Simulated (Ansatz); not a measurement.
A sound run on Mn3Si (Fm-3m), volume scaled by 0.66 (DFT, LDA, PAW with Ansatz's default frozen-core files, scalar-relativistic in Ansatz 0.2.0):

```yaml
crystal:
  lattice:
    - [0.0, 2.4909547384, 2.4909547384]
    - [2.4909547384, 0.0, 2.4909547384]
    - [2.4909547384, 2.4909547384, 0.0]
  atoms:
    - { symbol: Mn, position: [0.5, 0.5, 0.5], spin: 4.0 }
    - { symbol: Mn, position: [0.25, 0.25, 0.25], spin: 4.0 }
    - { symbol: Mn, position: [0.75, 0.75, 0.75], spin: 4.0 }
    - { symbol: Si, position: [0.0, 0.0, 0.0] }
magnetization:
  spin_polarized: true
kpoints:
  mp_grid: { grid: [10, 10, 10] }
scf:
  occupations: { method: fermi_dirac, width: 0.05 }
hamiltonian:
  xc: lda
  pseudopotentials: { kind: paw }
output:
  forces: true
  stress: true
  eigenvalues: true
  populations: true
  write_density: true
  write_potential: true
  elf: true
  volumetric_format: npy
```

It converged in 14 iterations. The moments died out: the run ends unmagnetised. Pressure 154.17 GPa.

The input is then changed, output keys apart:

```diff
-  occupations: { method: fermi_dirac, width: 0.05 }
+  occupations: { method: cold, width: 0.005 }
```

Task: How does the run end?

Result: Self-consistency was reached. Free energy -12130.0616 eV against -12130.0760 eV (not comparable, since the functional, the files or the filling changed), cell moment 0.14 μB, pressure 154.08 GPa.
```
Engine: ansatz 0.2.0
Pseudopotentials: kind: paw
Pseudopotential: Mn, paw, valence charge 15, recommended cutoff 420 eV (normal), Mn.paw.azcp
Pseudopotential: Si, paw, valence charge 4, recommended cutoff 420 eV (normal), Si.paw.azcp
Functional definition: SPW92
  exchange = slater_x
  correlation = pw_c
Crystal: 4 atoms, lattice volume = 30.912 Å³
Basis set: ecut = 420 eV, 609 PW (Γ)
Bands: 37, of which v1, the nominal top of the filled ones, is band 25 counted from 1 (24 counted from 0)
Symmetry: 48 space group operations
Space group: Fm-3m (ITA 225), of the structure as read, at distance tolerance 3.1e-5 Å
Magnetic group: BNS 225.116 (UNI 1618), of the structure as read, at distance tolerance 3.1e-5 Å
k-points: 47 of 1000
Non-local potential: Mn, projectors of the file, l = 0: 3, l = 1: 2, l = 2: 3, l = 3: 1
Non-local potential: Si, projectors of the file, l = 0: 2, l = 1: 2, l = 2: 2
PAW form: soft (Blöchl's): semilocal exchange-correlation on the pseudo side does not see the compensation charge
PAW frozen core: Mn, regenerated for the run's functional, and the local potential with it (the file was generated under x = pbe(κ = 0.804, μ = 0.2195149727645171), c = pbe(β = 0.06672455060314922))
[...]
  max |Σ_I F_I| component: 9.25e-18 eV/Å
--- Stress (GPa, compression-positive) ---
      154.077044      -0.000000       0.000000
       -0.000000     154.077044      -0.000000
        0.000000       0.000000     154.077044
  P = ⅓ Tr σ = 154.0770 GPa (1540.770 kbar)
--- Band table (eV; the first three rows and the last of 94) ---
  k-point 0 ↑: bands = ["-52.3885", "-51.2401", "-51.1881", "-21.6959", "-21.6959", "-21.6959", "-20.7530", "-20.7530", "-20.7530", "-20.1871", "-20.1871", "-20.1871", "13.6904", "20.5821", "20.5821", "21.2004", "21.2004", "21.2004", "23.7333", "23.7333", "23.7333", "27.5806", "27.5806", "27.5806", "27.8036", "27.8036", "28.8482", "28.8482", "34.3467", "34.3467", "34.3467", "35.4947", "35.7659", " …
  k-point 1 ↑: bands = ["-52.3805", "-51.2442", "-51.1924", "-21.7104", "-21.7096", "-21.7096", "-20.7352", "-20.7352", "-20.7079", "-20.2207", "-20.1913", "-20.1913", "13.8845", "20.4694", "20.4694", "21.0828", "21.5068", "21.5068", "23.7028", "23.7028", "23.7125", "27.2779", "27.3614", "27.3614", "27.7728", "27.7728", "28.8534", "28.8534", "33.9665", "34.3540", "34.3540", "35.0657", "35.7773", " …
  k-point 2 ↑: bands = ["-52.3590", "-51.2545", "-51.2046", "-21.7435", "-21.7435", "-21.7364", "-20.6902", "-20.6902", "-20.6005", "-20.3097", "-20.2029", "-20.2029", "14.4376", "20.3966", "20.3966", "20.8128", "22.1047", "22.1047", "23.4716", "23.6453", "23.6453", "26.7738", "26.8147", "26.8147", "27.7283", "27.7283", "28.7664", "28.7664", "32.3345", "34.3657", "34.3657", "34.8450", "35.7041", " …
  k-point 46 ↓: bands = ["-52.2017", "-51.2464", "-51.2283", "-21.9421", "-21.7676", "-21.6177", "-20.7899", "-20.2908", "-20.2841", "-20.2788", "-20.2754", "-20.2674", "16.7500", "19.9342", "20.4049", "22.0735", "22.3672", "23.3753", "23.4628", "23.8252", "24.4493", "25.0702", "26.1808", "26.4545", "26.8184", "27.3795", "27.6683", "27.9017", "29.4067", "29.4855", "29.6889", "36.8311", "37.8613",  …
--- Löwdin populations: 4 sites ---
  site symbol       q [e]    m [muB]
     0     Mn     14.6302     0.0626
     1     Mn     14.8967     0.0381
     2     Mn     14.8967     0.0381
     3     Si      4.0502     0.0002
  spilling = 0.010739 (of n_electrons = 49.000000)
```
